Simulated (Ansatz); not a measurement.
A geometry of Be away from equilibrium: the start of the relaxation of a generated cell, Be placed in the AFLOW prototype A_aP4_2_aci. Method: PBE (plane waves to 420 eV, PAW, scalar-relativistic; Ansatz, a first-principles code). Γ-centred k-mesh 15×13×6 on the run's cell (coarser than for final values), Fermi–Dirac smearing 0.05 eV.

```xyz
4
Lattice="2.1856 0.0000 0.0000 0.2188 2.5786 0.0000 0.0952 0.4284 5.7835" Properties=species:S:1:pos:R:3 pbc="T T T"
Be     0.0000     0.0000     0.0000
Be     0.0476     0.2142     2.8917
Be     1.0962     1.5859     1.4979
Be     1.4034     1.4210     4.2856
```

Question: Give the Cartesian forces on all atoms (eV/Å).

Answer: 
```json
[
 {"atom": "Be1", "Fx": "0.00", "Fy": "0.00", "Fz": "0.00"},
 {"atom": "Be2", "Fx": "0.00", "Fy": "0.00", "Fz": "0.00"},
 {"atom": "Be3", "Fx": "1.30", "Fy": "-1.15", "Fz": "0.06"},
 {"atom": "Be4", "Fx": "-1.30", "Fy": "1.15", "Fz": "-0.06"}
]
```

Question: What is the pressure?

Answer: +4.5 GPa, compression positive.

Question: How much energy per atom can still be gained by relaxing?

Answer: 0.20 eV/atom; the path ends in Fm-3m (No. 225) (fcc (Cu type)).

No spin polarisation in the result.

The run could not lose the symmetry of its start: the end is stationary, and may be a saddle point rather than a minimum.

The end of the path is a generated cell of Be: the first start was made by placing the elements on the sites of a structure type, and the end was not matched to a known phase here, so it may be hypothetical. Known forms of Be include space group No. 194.
